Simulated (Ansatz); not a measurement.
A distorted cell of AlN (wurtzite):

```
CELL_PARAMETERS angstrom
      6.21340     0.00000     0.00000
     -1.55335     2.69048     0.00000
      0.00000     0.00000     4.97846
ATOMIC_POSITIONS crystal
  Al 0.16121 0.66121 0.99298
  Al 0.67212 0.67212 0.00020
  Al 0.33879 0.33879 0.49298
  Al 0.82788 0.32788 0.50020
  N  0.18880 0.68880 0.38117
  N  0.64453 0.64453 0.37525
  N  0.31120 0.31120 0.88117
  N  0.85547 0.35547 0.87525
```

Method: r2SCAN (plane waves to 500 eV, PAW, scalar-relativistic; Ansatz, a first-principles code). k mesh 6×12×7 (Γ-centred), Fermi-Dirac smearing 0.05 eV. Compression counts positive. AlN was relaxed with its symmetry unable to fall.

**Question.** Predict the force on every atom, in eV/Å.

**Answer.** 
| atom | Fx | Fy | Fz |
|---|---|---|---|
| Al1 | 2.042 | 1.179 | 1.309 |
| Al2 | -0.925 | -0.534 | -0.740 |
| Al3 | -2.042 | -1.179 | 1.309 |
| Al4 | 0.925 | 0.534 | -0.740 |
| N5 | -2.463 | -1.422 | -0.620 |
| N6 | 3.554 | 2.052 | 0.051 |
| N7 | 2.463 | 1.422 | -0.620 |
| N8 | -3.554 | -2.052 | 0.051 |

**Question.** What is the stress tensor (GPa)?

**Answer.** 
```
    5.5      1.7      0.0
    1.7      3.6      0.0
    0.0      0.0      1.1
```
The pressure, a third of the trace, is 3.4 GPa.

(A displaced cell: forces are minus the slopes of the energy, force constants its curvatures, and phonons follow from these.)
